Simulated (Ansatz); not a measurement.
Ta:
```cif
data_Ta2
_chemical_formula_sum 'Ta2'
_space_group_name_H-M_alt 'P 1'
_space_group_IT_number 1
_cell_length_a 2.88976
_cell_length_b 2.88976
_cell_length_c 5.11370
_cell_angle_alpha 90.000
_cell_angle_beta 90.000
_cell_angle_gamma 120.000
loop_
_space_group_symop_operation_xyz
  'x, y, z'
loop_
_atom_site_label
_atom_site_type_symbol
_atom_site_fract_x
_atom_site_fract_y
_atom_site_fract_z
_atom_site_occupancy
Ta1 Ta 0.33333 0.66667 0.75000 1
Ta2 Ta 0.66667 0.33333 0.25000 1
```

Relaxed with r²SCAN.

Question: Tabulate the valence density and the electron localisation function along the shortest Ta–Ta contact (2.89 Å), DFT-r²SCAN in the program Ansatz with PAW potentials.

Answer: 

```
distance from Ta (Å)  density (e/Å³)   ELF
--------------------  --------------  ----
0.29                            4.56  0.37
0.43                            4.73  0.67
0.58                            3.76  0.77
0.72                            2.30  0.71
0.87                            1.15  0.51
1.01                            0.60  0.28
1.16                            0.40  0.21
1.30                            0.32  0.27
1.44                            0.30  0.31
1.59                            0.32  0.27
1.73                            0.40  0.21
1.88                            0.60  0.28
2.02                            1.15  0.51
2.17                            2.30  0.71
2.31                            3.76  0.77
2.46                            4.73  0.67
2.60                            4.56  0.37
```

The density is the valence pseudo-density with augmentation charge, so density and ELF within about 1 Å of a nucleus are not all-electron values.

Space group P6_3/mmc (hcp (Mg type)). The start of the workflow was typed in or built on a structure type; the Crystallography Open Database copy checked does not list it. It is not the phase usual at ambient conditions (space group No. 229). Symmetry was held in the r²SCAN relaxation; whether a distortion lowers the energy is not shown. No spin polarisation was allowed. Spin–orbit coupling is left out wherever it is not named.

Potentials: the earlier of the program's two PAW sets.
